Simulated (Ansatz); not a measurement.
## SnSe: frozen-core PAW against all-electron methods

```
CELL_PARAMETERS angstrom
0.00000 3.01000 3.01000
3.01000 0.00000 3.01000
3.01000 3.01000 0.00000
ATOMIC_POSITIONS crystal
Sn 0.00000 0.00000 0.00000
Se 0.50000 0.50000 0.50000
```

Atoms are numbered in the order listed.

The geometry is COD entry 9008725, unchecked; take it as a test cell.

Spin–orbit coupling is left out, though it moves levels of the heavy atoms by tenths of an eV or more.

All numbers are computed: DFT, LDA, PAW with Ansatz's default frozen-core files, scalar-relativistic (Ansatz 0.2.0); DFT, LDA, all-electron LAPW, scalar-relativistic (Ansatz 0.2.0).

For PAW: a Γ-centred 9×9×9 k mesh, Fermi–Dirac smearing of 0.02 eV, cutoff 420 eV, no spin polarisation; the PAW files were made with PBE, and the program remakes their frozen cores for this functional. LAPW targets a basis error of 0.25 meV/atom. The Ansatz runs share mesh, smearing and spin set-up. Plane-wave (PAW) pressures include the program's estimate of the Pulay term.

Stress and pressure are positive in compression.

Levels count from the top of the valence band.

PAW results:

| quantity | PAW |
| --- | --- |
| pressure (GPa) | -3.26 |
| band gap (eV) | 0.184 |
| highest filled level at W (eV) | -0.800 |
| lowest empty level at W (eV) | 1.417 |
| highest filled level at X (eV) | -3.608 |
| lowest empty level at X (eV) | 3.010 |
| highest filled level at Γ (eV) | -2.150 |
| lowest empty level at Γ (eV) | 4.224 |

**Question.** What does LAPW (all electrons) give for the same quantities?

**Answer.** 
| quantity | LAPW |
| --- | --- |
| pressure (GPa) | -3.25 |
| band gap (eV) | 0.183 |
| highest filled level at W (eV) | -0.800 |
| lowest empty level at W (eV) | 1.417 |
| highest filled level at X (eV) | -3.609 |
| lowest empty level at X (eV) | 3.009 |
| highest filled level at Γ (eV) | -2.152 |
| lowest empty level at Γ (eV) | 4.224 |
